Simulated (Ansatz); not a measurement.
Relaxed MgB2 (AlB2 type, space group P6/mmm):

```xyz
3
Lattice="3.0743 0.0000 0.0000 -1.5372 2.6624 0.0000 0.0000 0.0000 3.5275" Properties=species:S:1:pos:R:3 pbc="T T T"
Mg     0.0000     0.0000     0.0000
B      0.0000     1.7750     1.7638
B      1.5372     0.8875     1.7638
```

In this cell atom 3 (B, nearest neighbour B at 1.775 Å; its periodic images, 3.1 Å or more away, move with it) is moved by u·(1.000, 0.000, 0.000) + v·(0.000, 1.000, 0.000); the rest is frozen.

All values below come from PBE (plane waves to 420 eV, PAW, scalar-relativistic; Ansatz, a quantum-chemistry and plane-wave program). k mesh 14×14×11 (Γ-centred), Fermi-Dirac smearing 0.05 eV. Points where atoms come too close for the PAW data are left out (x in tables, blank in figures). With partly filled bands, energies and forces of such displacements shift with the k mesh and the smearing. Fu and Fv are the components of the force on the atom. MgB2 was relaxed with its symmetry unable to fall. The last digit holds for this mesh only.

Changes of Fv (eV/Å) from the point u = 0.000 Å, v = 0.000 Å when one coordinate moves alone (two changes are said to add if the coupling is within 5 % of the smaller one, nearly so within 20 %):

```csv
point,change
"u = 0.000 Å, v = -0.440 Å",13.238
"u = 0.000 Å, v = -0.293 Å",6.076
"u = 0.000 Å, v = -0.147 Å",1.910
"u = -0.440 Å, v = 0.000 Å",-4.345
"u = -0.293 Å, v = 0.000 Å",-1.757
"u = -0.147 Å, v = 0.000 Å",-0.411
"u = 0.147 Å, v = 0.000 Å",-0.411
"u = 0.293 Å, v = 0.000 Å",-1.757
"u = 0.440 Å, v = 0.000 Å",-4.345
"u = 0.000 Å, v = 0.147 Å",-1.073
"u = 0.000 Å, v = 0.293 Å",-2.399
"u = 0.000 Å, v = 0.440 Å",-3.346
```

Q: Do the two effects add at u = -0.293 Å, v = 0.293 Å? Give the computed change.

A: The sum of the single changes is -1.757 + (-2.399) = -4.156; the calculation gives -5.102, so the coupling contributes -0.946 (over 20 % of the smaller single change, not additive).

Q: Do the two effects add at u = 0.147 Å, v = -0.293 Å? Give the computed change.

A: The sum of the single changes is -0.411 + (6.076) = 5.665; the calculation gives 5.724, so the coupling contributes 0.059 (under 20 % of the smaller single change, nearly additive).

Q: What is the change at u = -0.440 Å, v = -0.147 Å, where both move, and how far is it from the sum?

A: The sum of the single changes is -4.345 + (1.910) = -2.435; the calculation gives -0.952, so the coupling contributes 1.483 (over 20 % of the smaller single change, not additive).

(For displaced atoms, the force is minus the slope of the energy, and its curvature is a force constant, which sets phonon frequencies.)
